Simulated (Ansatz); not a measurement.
This cell of Hf (hcp, Mg type) is off equilibrium:

```yaml
crystal:
  lattice:
    - [6.40825, 0.00000, 0.00000]
    - [-1.60206, 2.77485, 0.00000]
    - [0.00000, 0.00000, 5.06894]
  atoms:
    - { symbol: Hf, position: [0.19370, 0.69370, 0.75000] }
    - { symbol: Hf, position: [0.63964, 0.63964, 0.75000] }
    - { symbol: Hf, position: [0.36036, 0.36036, 0.25000] }
    - { symbol: Hf, position: [0.80630, 0.30630, 0.25000] }
```

The numbers are results of PBE (plane waves to 420 eV, PAW, scalar-relativistic; Ansatz, a quantum-chemistry and plane-wave program), not measurements. k mesh 17×17×9 (Γ-centred), Fermi-Dirac smearing 0.05 eV. Stress and pressure are positive under compression. With partly filled bands, energies and forces of such displacements shift with the k mesh and the smearing. Hf is run without spin polarisation. Hf was relaxed with its symmetry unable to fall. Spin-orbit coupling is left out, though Hf is heavy. The PAW data are Ansatz's earlier set.

Task: What forces act on the atoms (eV/Å, Cartesian)?

Result: 
| atom | Fx | Fy | Fz |
|---|---|---|---|
| Hf1 | -1.393 | -0.804 | 0.000 |
| Hf2 | 1.389 | 0.802 | 0.000 |
| Hf3 | -1.389 | -0.802 | 0.000 |
| Hf4 | 1.393 | 0.804 | 0.000 |

Task: What is the stress tensor (GPa)?

Result: 
```
    3.4      0.9      0.0
    0.9      2.3      0.0
    0.0      0.0      2.6
```
The pressure, a third of the trace, is 2.8 GPa.

(A displaced cell: forces are minus the slopes of the energy, force constants its curvatures, and phonons follow from these.)
